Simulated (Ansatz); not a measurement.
WC (WC type, space group P-6m2)

```
WC
1.0
    5.82515     0.00000     0.00000
   -1.45629     2.52236     0.00000
    0.00000     0.00000     2.83670
W C
2 2
Direct
  0.00000   0.00000   0.00000
  0.50000   0.00000   0.00000
  0.33333   0.33333   0.50000
  0.83333   0.33333   0.50000
```

Scan: atom 1 (W, nearest neighbour C at 2.200 Å; its periodic images, 2.8 Å or more away, move with it) is displaced along Cartesian x, direction (1.000, 0.000, 0.000) in Cartesian axes, by s. The other atoms stay.

Calculation: r2SCAN (plane waves to 500 eV, PAW, scalar-relativistic; Ansatz, a program for electronic structure). k mesh 15×15×13 (Γ-centred), Fermi-Dirac smearing 0.05 eV. Energies are smeared free energies. Compression counts positive. With partly filled bands, energies and forces of such displacements shift with the k mesh and the smearing. F∥ is the force on the atom along that direction. F⊥ is the part of the force across the line. Spin-orbit coupling is left out, though W is heavy. The PAW data are Ansatz's earlier set. WC is run without spin polarisation. WC was relaxed with its symmetry unable to fall. The zero of ΔE is the undisplaced structure.

```tsv
s (Å)	ΔE (meV/cell)	F∥ (eV/Å)	|F⊥| (eV/Å)	P (GPa)
-0.440	2617	11.619	0.424	27.8
-0.352	1694	9.363	0.169	17.9
-0.264	968	7.153	0.505	10.1
-0.176	437	4.888	0.562	4.5
-0.088	111	2.503	0.383	1.1
0.000	0	-0.002	0.001	0.0
0.088	114	-2.592	0.574	1.1
0.176	457	-5.218	1.327	4.6
0.264	1031	-7.801	2.243	10.3
0.352	1828	-10.287	3.272	18.3
0.440	2834	-12.547	4.494	28.4
```

Read from the data:

* **Energy at s = 0.440 Å**: 2834 meV/cell
* **Force along the line at s = -0.440 Å**: 11.6 eV/Å
* **Symmetry of the curve**: not even: the positive side lies higher at ±0.440 Å
* **Shape of the curve**: a single well with its minimum at or next to zero displacement
* **Force constant k = d²E/ds² at s = 0 (finite differences)**: 29.0 eV/Å²
* **Harmonic estimate at the end of the scan**: ½ks² = 2809 meV/cell against the computed 2834 meV/cell, so the well is close to harmonic there

The 11 points together took very roughly 23 core-minutes.

(For displaced atoms, the force is minus the slope of the energy, and its curvature is a force constant, which sets phonon frequencies.)
